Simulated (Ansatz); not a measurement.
YRh$_{2}$ (cubic Laves (MgCu2 type), space group No. 227) under volume change, r²SCAN (plane waves, PAW; program Ansatz), scaled uniformly.

| V (Å³/atom) | E − E(relaxed) (meV/atom) | P (GPa) |
|---|---|---|
| 15.985 | 88.0 | 19.45 |
| 16.512 | 36.8 | 11.86 |
| 17.039 | 8.7 | 5.44 |
| 17.566 | 0.0 | 0.00 |
| 18.093 | 7.8 | -4.60 |
| 18.620 | ___ | ___ |
| 19.147 | ___ | ___ |

Fill in the missing entries.


- 18.620, E − E(relaxed) (meV/atom): 29.4
- 18.620, P (GPa): -8.48
- 19.147, E − E(relaxed) (meV/atom): 62.9
- 19.147, P (GPa): -11.75

What does a third-order Birch–Murnaghan fit give for V₀, B₀ and B′?

V₀ = 17.57 Å³/atom, B₀ = 166 GPa, B′ = 4.6.

Space group Fd-3m (cubic Laves (MgCu2 type)). The workflow started from an entry of the Crystallography Open Database (COD). Whether it is the stable phase at ambient conditions was not checked. The r²SCAN relaxation kept the symmetry of its start; whether a distortion lowers the energy is not shown. The run is not spin-polarised.

Potentials: the later of the program's two PAW sets.
